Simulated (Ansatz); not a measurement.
A (100) slab of Ru (P6_3/mmc (No. 194)), 10 planes, outer planes Ru (top) and Ru (bottom), with 10 atoms (Ru10) in a surface cell of A = 11.528 Å², as cut from the bulk:

```yaml
crystal:
  lattice:
    - [2.70235, 0.00000, 0.00000]
    - [0.00000, 4.26597, 0.00000]
    - [0.00000, 0.00000, 25.92141]
  atoms:
    - { symbol: Ru, position: [0.00000, 0.25000, 0.28934] }
    - { symbol: Ru, position: [0.00000, 0.75000, 0.34953] }
    - { symbol: Ru, position: [0.50000, 0.25000, 0.37962] }
    - { symbol: Ru, position: [0.50000, 0.75000, 0.43981] }
    - { symbol: Ru, position: [0.00000, 0.25000, 0.46991] }
    - { symbol: Ru, position: [0.00000, 0.75000, 0.53009] }
    - { symbol: Ru, position: [0.50000, 0.25000, 0.56019] }
    - { symbol: Ru, position: [0.50000, 0.75000, 0.62038] }
    - { symbol: Ru, position: [0.00000, 0.25000, 0.65047] }
    - { symbol: Ru, position: [0.00000, 0.75000, 0.71066] }
```

Level of theory: DFT r2SCAN, scalar-relativistic, plane waves, PAW (Ansatz 0.2.0). Settings: cutoff 500 eV, Γ-centred mesh 13×8×1 on the computed 10-atom cell, Gaussian smearing of 0.10 eV; no spin polarisation.

Against the same 10 atoms in the bulk, the slab as cut lies 5.842 eV higher and the relaxed slab 5.584 eV higher.

(1) Work out the surface energy before and after relaxation.

(2) What is the ideal work of this cut, per area?

Results:

(1) The slab has two faces, so γ = (E_slab − N·E_bulk)/(2A), the mean of both. As cut: 5.842/(2 × 11.528) = 0.2534 eV/Å², and 1 eV/Å² = 16.02 J/m², so γ = 4.06 J/m². Relaxed: 5.584/(2 × 11.528) = 0.2422 eV/Å² = 3.88 J/m². Relaxation recovers 4 % of the cost of cutting.

(2) Griffith's ideal work is 2γ: 8.12 J/m² if the new faces stay rigid, 7.76 J/m² if they relax. Other cuts parallel to this plane can cost less. One thickness was run, 10 planes, so γ can still shift with it.